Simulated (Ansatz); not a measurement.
Starting cell, Ge (space group P4_32_12):

```xyz
12
Lattice="5.8786 0.0000 0.0000 0.0000 5.8786 0.0000 0.0000 0.0000 6.8985" Properties=species:S:1:pos:R:3 pbc="T T T"
Ge     0.5186     0.5186     0.0000
Ge     2.4207     3.4580     5.1739
Ge     5.3600     5.3600     3.4492
Ge     3.4580     2.4207     1.7246
Ge     1.0113     2.1749     1.7682
Ge     0.7644     3.9506     0.0436
Ge     4.8674     3.7038     5.2174
Ge     5.1142     1.9281     3.4928
Ge     3.9506     0.7644     6.8549
Ge     3.7038     4.8674     1.6810
Ge     1.9281     5.1142     3.4057
Ge     2.1749     1.0113     5.1303
```

The atoms are displaced by Q × the pattern below (from a DFPT mode at Γ, largest move 1; Q in Å), at fixed cell. It is one choice among 2 degenerate patterns.

| atom | x | y | z |
|---|---|---|---|
| Ge1 | -0.626 | 0.626 | 0.464 |
| Ge2 | -0.626 | -0.626 | 0.464 |
| Ge3 | 0.626 | -0.626 | 0.464 |
| Ge4 | 0.626 | 0.626 | 0.464 |
| Ge5 | -0.584 | -0.162 | -0.232 |
| Ge6 | 0.162 | -0.584 | -0.232 |
| Ge7 | 0.584 | 0.162 | -0.232 |
| Ge8 | -0.162 | 0.584 | -0.232 |
| Ge9 | 0.584 | -0.162 | -0.232 |
| Ge10 | -0.162 | -0.584 | -0.232 |
| Ge11 | -0.584 | 0.162 | -0.232 |
| Ge12 | 0.162 | 0.584 | -0.232 |

All values below come from LDA (plane waves to 420 eV, PAW, scalar-relativistic; Ansatz, a program for electronic structure). k mesh 5×5×4 (Γ-centred), Fermi-Dirac smearing 0.05 eV. Energies are smeared free energies. As the smearing reaches across the gap at some points, energies and forces of such displacements shift with the k mesh and the smearing. Ge was relaxed with its symmetry unable to fall. This is one of several known forms of Ge; the measured ambient cells at hand have space group No. 227. ΔE is measured from the undisplaced structure.

```
Q (Å)   ΔE (eV/cell)
------  ------------
-0.280         5.734
-0.187         2.500
-0.093         0.618
0.000          0.000
0.093          0.618
0.187          2.500
0.280          5.734
```

Task: Which DFPT wavenumber at Γ belongs to this mode?
A) 145 cm⁻¹
B) 268 cm⁻¹
C) 51 cm⁻¹
D) 186 cm⁻¹

Result: B, 268 cm⁻¹. The curvature of the scan gives 268 cm⁻¹

(A displaced cell: forces are minus the slopes of the energy, force constants its curvatures, and phonons follow from these.)
